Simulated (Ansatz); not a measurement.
Here is the system:

SiGe₃:
```cif
data_Ge3Si
_chemical_formula_sum 'Si1 Ge3'
_space_group_name_H-M_alt 'P 1'
_space_group_IT_number 1
_cell_length_a 3.96664
_cell_length_b 3.96664
_cell_length_c 5.59428
_cell_angle_alpha 90.000
_cell_angle_beta 90.000
_cell_angle_gamma 90.000
loop_
_space_group_symop_operation_xyz
  'x, y, z'
loop_
_atom_site_label
_atom_site_type_symbol
_atom_site_fract_x
_atom_site_fract_y
_atom_site_fract_z
_atom_site_occupancy
Si1 Si 0.00000 0.00000 0.00000 1
Ge1 Ge 0.50000 0.00000 0.24409 1
Ge2 Ge 0.50000 0.50000 0.50000 1
Ge3 Ge 0.00000 0.50000 0.75591 1
```

This is the PBEsol-relaxed structure.

Problem. All from plane-wave PAW PBEsol (Ansatz code), unless another level is named. Give the Hill bulk and shear moduli.

Solution. 74.7 and 53.2 GPa.

Problem. Give the highest zone-centre frequency (without LO–TO term).

Solution. 48.7 meV.

Space group P-4m2. The start of the workflow was typed in or built on a structure type; neither database checked (COD, Materials Project) lists it. Whether it is the stable phase at ambient conditions was not checked. The cell was relaxed with PBEsol under the symmetry of its start; whether a distortion lowers the energy is not shown.

Potentials: the later of the program's two PAW sets.
